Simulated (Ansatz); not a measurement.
La₂O₃:
```cif
data_La2O3
_chemical_formula_sum 'La2 O3'
_space_group_name_H-M_alt 'P-3m1'
_space_group_IT_number 164
_space_group_name_Hall '-P 3 2"'
_cell_length_a 3.93533
_cell_length_b 3.93533
_cell_length_c 6.12550
_cell_angle_alpha 90.000
_cell_angle_beta 90.000
_cell_angle_gamma 120.000
loop_
_atom_site_label
_atom_site_type_symbol
_atom_site_symmetry_multiplicity
_atom_site_Wyckoff_symbol
_atom_site_fract_x
_atom_site_fract_y
_atom_site_fract_z
_atom_site_occupancy
La1 La 2 d 0.33333 0.66667 0.24611 1
O1 O 2 d 0.66667 0.33333 0.35386 1
O2 O 1 a 0.00000 0.00000 0.00000 1
```

Relaxed with r²SCAN.

Which orbitals make up the states near the band edges in r²SCAN in the plane-wave PAW code Ansatz?

Top 1 eV of the valence band: O 2p 85 %, La 5d 6 %. Bottom 1 eV of the conduction band: La 5d 45 %, La 4f 44 %, O 2p 7 %. Projections are on Löwdin-orthogonalised atomic valence shells; empty p or d shells of many metals are not among them.

Tabulate the density of states.

States/eV per cell of 5 atoms, in 0.25 eV bins, energy from the valence-band maximum.

```csv
E (eV),total,O 2p,La 4f,La 5d
-7.87,0.00,0.00,0.00,0.00
-7.62,0.00,0.00,0.00,0.00
-7.37,0.00,0.00,0.00,0.00
-7.12,0.00,0.00,0.00,0.00
-6.87,0.00,0.00,0.00,0.00
-6.62,0.00,0.00,0.00,0.00
-6.37,0.00,0.00,0.00,0.00
-6.12,0.00,0.00,0.00,0.00
-5.87,0.00,0.00,0.00,0.00
-5.62,0.00,0.00,0.00,0.00
-5.37,0.00,0.00,0.00,0.00
-5.12,0.00,0.00,0.00,0.00
-4.87,0.00,0.00,0.00,0.00
-4.62,0.00,0.00,0.00,0.00
-4.37,0.00,0.00,0.00,0.00
-4.12,0.00,0.00,0.00,0.00
-3.87,0.00,0.00,0.00,0.00
-3.62,0.00,0.00,0.00,0.00
-3.37,0.00,0.00,0.00,0.00
-3.12,0.00,0.00,0.00,0.00
-2.87,0.38,0.24,0.00,0.09
-2.62,3.43,2.32,0.04,0.85
-2.37,5.66,3.93,0.10,1.27
-2.12,7.56,5.34,0.14,1.68
-1.87,8.54,6.22,0.18,1.67
-1.62,6.03,4.51,0.16,0.97
-1.37,6.29,4.96,0.25,0.65
-1.12,5.79,4.63,0.22,0.62
-0.87,3.85,3.16,0.13,0.39
-0.62,8.28,6.91,0.31,0.64
-0.37,10.16,8.76,0.53,0.37
-0.12,6.03,5.33,0.26,0.16
0.13,0.00,0.00,0.00,0.00
0.38,0.00,0.00,0.00,0.00
0.63,0.00,0.00,0.00,0.00
0.88,0.00,0.00,0.00,0.00
1.13,0.00,0.00,0.00,0.00
1.38,0.00,0.00,0.00,0.00
1.63,0.00,0.00,0.00,0.00
1.88,0.00,0.00,0.00,0.00
2.13,0.00,0.00,0.00,0.00
2.38,0.00,0.00,0.00,0.00
2.63,0.00,0.00,0.00,0.00
2.88,0.00,0.00,0.00,0.00
3.13,0.00,0.00,0.00,0.00
3.38,0.00,0.00,0.00,0.00
3.63,0.00,0.00,0.00,0.00
3.88,0.00,0.00,0.00,0.00
4.13,0.00,0.00,0.00,0.00
4.38,1.96,0.19,0.48,1.24
4.63,2.74,0.23,0.91,1.53
4.88,3.26,0.22,1.54,1.31
5.13,6.82,0.29,3.91,2.40
5.38,5.84,0.12,4.18,1.35
5.63,10.04,0.16,8.55,1.08
5.88,27.74,0.37,25.79,1.27
```

The r²SCAN relaxation kept the symmetry of its start; of distortions, only those at the zone centre were tested. Scalar-relativistic: spin–orbit coupling is off unless named, which matters more the heavier the elements.

Potentials: the earlier of the program's two PAW sets.
